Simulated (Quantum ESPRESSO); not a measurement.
# Where does C sit best among Ge sites?

Calculated results; nothing here was measured. They come from pw.x of Quantum ESPRESSO 7.5, a plane-wave density functional program, with PseudoDojo standard norm-conserving files (v0.5 for PBE, v0.4.1 for LDA and PBEsol). The cells are made up: elements, strain and atom displacements were drawn at random, and nothing was relaxed. There is no spin polarisation, spin-orbit coupling or dispersion term.

The cell has 8 sites of a zincblende or diamond lattice. Sites 1 to 4 hold X X X X; sites 5 to 8 hold Si Si Si Ge. Cell vectors in Å: (5.609, -0.010, 0.050); (-0.010, 5.544, 0.014); (0.050, 0.014, 5.710). Settings: PBE, cutoff 1116 eV, 6 x 6 x 6 k mesh shifted by half a step, Fermi-Dirac smearing of 0.1 eV.

In each run one of the sites marked X holds C and the others hold Ge; cell and positions stay the same. E is the free energy of the cell.

```
site of the guest,first shell,mean distance (Å),E above the lowest (eV),P (GPa),force on the guest (eV/Å)
1,GeSi3,2.416,0.000,-6.80,0.262
2,GeSi3,2.431,0.181,-6.46,0.435
3,GeSi3,2.450,0.292,-6.22,0.339
4,GeSi3,2.443,0.279,-6.26,0.478
```

A rerun of one of these cells at 1347 eV and k mesh 8 x 8 x 8 moved values by no more than 0.004 eV in the cell's energy, 0.03 GPa in stress and 0.004 eV/Å in force.

## Reading the table

Site 1 is lowest, by 0.181 eV, over three times the rerun's bound. A straight line of energy against the mean distance has a slope of 8.8 ± 1.4 eV/Å, so the guest costs less on the tighter sites. The positions are random and not relaxed, so the differences hold for this frozen cell and are not site preferences of a real crystal.